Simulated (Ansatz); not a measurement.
**Computed properties of C**

C:
```yaml
crystal:
  lattice:
    - [4.80897, 0.00000, 0.00000]
    - [0.00000, 4.80897, 0.00000]
    - [0.00000, 0.00000, 4.80897]
  atoms:
    - { symbol: C, position: [0.00000, 0.00000, 0.00000] }
    - { symbol: C, position: [0.50000, 0.50000, 0.50000] }
    - { symbol: C, position: [0.17798, 0.17798, 0.17798] }
    - { symbol: C, position: [0.32202, 0.32202, 0.32202] }
    - { symbol: C, position: [0.17798, 0.82202, 0.82202] }
    - { symbol: C, position: [0.32202, 0.67798, 0.67798] }
    - { symbol: C, position: [0.82202, 0.17798, 0.82202] }
    - { symbol: C, position: [0.67798, 0.32202, 0.67798] }
    - { symbol: C, position: [0.82202, 0.82202, 0.17798] }
    - { symbol: C, position: [0.67798, 0.67798, 0.32202] }
```

Space group Pn-3m (No. 224); conventional cell a = b = c = 4.809 Å, α = β = γ = 90.00°.

Method: r²SCAN (plane waves, PAW; program Ansatz). Geometry: relaxed at this level of theory. Other levels are named where they apply.

Cell and energy:

```json
{
  "volume_per_atom": "11.12 Å³",
  "density": "1.79 g/cm³"
}
```

Electronic structure:

```json
{
  "band_gap": "4.53 eV (indirect)",
  "valence_band_maximum": "at R",
  "conduction_band_minimum": "on the M–Γ line, 58 % of the way from M (12 equivalent valleys)",
  "smallest_direct_gap_on_the_standard_path": "4.92 eV",
  "electron_effective_mass": "2.1, 2.4, 3.2 mₑ (principal values)",
  "HSE06 gap on the r²SCAN cell": "5.54 eV"
}
```

Mechanics:

```json
{
 "Bulk modulus (Birch–Murnaghan fit)": "176 GPa",
 "Pressure derivative B′": "3.8",
 "Elastic constants (relaxed ions, GPa)": "C11 = 194, C12 = 168, C44 = 39.3",
 "mechanical_stability": "stable (all eigenvalues of C positive)",
 "hill_bulk_and_shear_moduli": "177 and 24.9 GPa",
 "Young's modulus": "71.4 GPa",
 "Poisson's ratio": "0.43",
 "debye_temperature_from_the_elastic_constants": "565 K"
}
```

The start of the workflow was typed in or built on a structure type; neither database checked (COD, Materials Project) lists it. It is not the phase usual at ambient conditions (space group No. 194, 227). The r²SCAN relaxation kept the symmetry of its start; its stability against distortions is not shown here.

Potentials: the later of the program's two PAW sets.
